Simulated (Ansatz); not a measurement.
Consider the following.

CaIrO$_{3}$ (space group Cmcm)

Space group Cmcm (No. 63); a = 3.173 Å, b = 9.671 Å, c = 7.247 Å, α = β = γ = 90.00°

```
atom  site  symmetry       x       y       z
----  ----  --------  ------  ------  ------
Ca      4c       m2m  0.0000  0.2519  0.2500
Ir      4b     2/m..  0.0000  0.5000  0.0000
O       8f       m..  0.0000  0.1262  0.5492
O       4c       m2m  0.0000  0.5767  0.2500
```
(The calculation used a cell of 10 atoms; values per cell refer to that cell.)

Equation-of-state scan: isotropic scaling of the cell above, V₀ being its volume. The atoms relax within the cell's symmetry.

Computed with PBEsol (plane waves to 420 eV, PAW, scalar-relativistic; Ansatz, an electronic-structure program). k mesh 15×15×7 (Γ-centred), Fermi-Dirac smearing 0.05 eV. The energy includes the smearing's −TS. Compression counts positive. With the shape held, the modulus is that of even scaling; a crystal free to change shape is softer. CaIrO3 is run without spin polarisation and with no Hubbard U. CaIrO3 was relaxed with its symmetry unable to fall. Spin-orbit coupling is left out, though Ir is heavy. ΔE is measured from the relaxed starting cell.

The scan covers V/V₀ from 0.840 to 1.160 in 11 points.

Problem. What is ΔE at V/V₀ = 0.840?

Solution. 221 meV/atom.

Problem. What pressure does the cell carry at V/V₀ = 0.840?

Solution. 46.9 GPa.

Problem. What is ΔE at V/V₀ = 1.160?

Solution. 117 meV/atom.

(A scan under strain: stresses follow from slopes of the energy per volume, elastic moduli from its curvatures.)
